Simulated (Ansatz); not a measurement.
SiGe (CsCl type, Pm-3m) under volume change, DFT-PBE in the program Ansatz with PAW potentials, scaled uniformly.

```csv
V (Å³/atom),E − E(relaxed) (meV/atom),P (GPa)
15.502,38.4,8.83
16.013,15.9,5.34
16.524,3.7,2.42
17.035,0.0,0.00
17.546,3.2,-1.95
18.057,12.1,-3.62
18.568,26.0,-5.06
```

Problem. What does a third-order Birch–Murnaghan fit give for V₀, B₀ and B′?

Solution. V₀ = 17.04 Å³/atom, B₀ = 73.1 GPa, B′ = 5.1.

The cell is a constructed one: a structure type filled with these elements; neither database checked (COD, Materials Project) lists it. Whether it is the stable phase at ambient conditions was not checked. The PBE relaxation kept the symmetry of its start; whether a distortion lowers the energy is not shown.

Potentials: the earlier of the program's two PAW sets.
